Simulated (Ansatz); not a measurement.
Re, DFT, LDA, all-electron PAW with datasets made for the crystal, scalar-relativistic (Ansatz 0.2.0), run on 1 thread of Arm Neoverse V2 on a shared host.

The cell is a database entry far from equilibrium at this level of theory, probably a faulty or high-pressure entry; it serves as a test geometry alone. The listed cell was then made from it by scaling, straining or moving an atom.

Command: `ansatz run input.yaml --threads 1 --pin off --max-ram 3072MiB --backend cpu --events-out ev --progress --plain --runs-dir out`

```yaml
crystal:
  lattice:
    - [2.6029010724, 0.0, 0.0]
    - [-1.3014505362, 2.2541784522, 0.0]
    - [0.0, 0.0, 4.20362]
  atoms:
    - { symbol: Re, position: [0.3333333333, 0.6666666667, 0.25] }
    - { symbol: Re, position: [0.6666666667, 0.3333333333, 0.75] }
kpoints:
  mp_grid: { grid: [14, 14, 8] }
scf:
  occupations: { method: fermi_dirac, width: 0.05 }
hamiltonian:
  xc: lda
  pseudopotentials: { kind: all_electron, datasets: crystal }
output:
  forces: true
  stress: true
  eigenvalues: true
  efg: { contact_densities: true }
```

Question: How large is the problem that the program sets up?

Answer: 120 irreducible k-points, 313 plane waves at Γ, 21 bands.

Question: Estimate the wall time and the peak memory.

Answer: 28 s of wall time for 8 SCF iterations, with a peak of 0.89 GiB. Times on shared machines scatter by tens of per cent.

Question: And the same cell and mesh by frozen-core PAW, asked for forces, stress, eigenvalues, efg, on the same hardware?

Answer: 3.1 s, peak memory 0.36 GiB.
